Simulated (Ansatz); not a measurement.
# Data sheet: SiC (DFT)

SiC:
```xyz
16
Lattice="3.0790 0.0000 0.0000 -1.5395 2.6665 0.0000 0.0000 0.0000 20.1370" Properties=species:S:1:pos:R:3 pbc="T T T"
Si     0.0000     1.7776    17.6238
Si     1.5395     0.8888     7.5552
Si     0.0000     1.7776    12.5855
Si     1.5395     0.8888     2.5170
Si     0.0000     0.0000     0.0019
Si     0.0000     0.0000    10.0704
Si     1.5395     0.8888    15.1049
Si     0.0000     1.7776     5.0364
C      0.0000     1.7776     6.9296
C      1.5395     0.8888    16.9981
C      1.5395     0.8888     4.4044
C      0.0000     1.7776    14.4729
C      0.0000     0.0000    11.9585
C      0.0000     0.0000     1.8900
C      0.0000     1.7776    19.5113
C      1.5395     0.8888     9.4428
```

Space group P6_3mc (No. 186); conventional cell a = b = 3.079 Å, c = 20.137 Å, α = β = 90.00°, γ = 120.00°.

Method: r²SCAN (plane waves, PAW; program Ansatz). The cell and atoms are relaxed at this level. Other levels are named where they apply.

### Cell and energy

```
Quantity                                                      Result
-----------------------------------------------------  -------------
Volume per atom                                             10.33 Å³
Density                                                   3.22 g/cm³
Formation energy from the elements (no fitted shifts)  -300 meV/atom
```

### Electronic structure

```
Quantity                                                                                         Value
--------------------------------------------------------------  --------------------------------------
Band gap                                                                            2.13 eV (indirect)
Valence-band maximum                                                                              at Γ
Conduction-band minimum                                                    at M (3 equivalent valleys)
Smallest direct gap on the standard path                                                       3.27 eV
Electron effective mass                                         0.23, 0.51, 0.55 mₑ (principal values)
Weight of the conduction-edge state by species (Voronoi cells)                         Si 61 %, C 39 %
Hole effective mass, band 1 of 2 at the edge                             3.7 along x, 1.6 along z (mₑ)
Hole effective mass, band 2 of 2 at the edge                            0.29 along x, 1.6 along z (mₑ)
Weight of the valence-edge state by species (Voronoi cells)                            C 79 %, Si 21 %
HSE06 gap on the r²SCAN cell                                                                   2.65 eV
```

### Mechanics

```
Item                                  Value
----------------------------------  -------
Bulk modulus (Birch–Murnaghan fit)  227 GPa
Pressure derivative B′                  3.9
```

### Charges

```
Item                                           Value
-------------  -------------------------------------
Bader charges  Si +2.87 to +2.88, C -2.88 to -2.87 e
```

The workflow started from a Materials Project entry (that database holds measured and hypothetical structures alike). Its sites differ from those of the usual phase in this space group: another stacking or structure type. The cell was relaxed with r²SCAN under the symmetry of its start; whether a distortion lowers the energy is not shown. The references are the lowest solids computed at this level, not always the standard phases.

Potentials: the later of the program's two PAW sets.
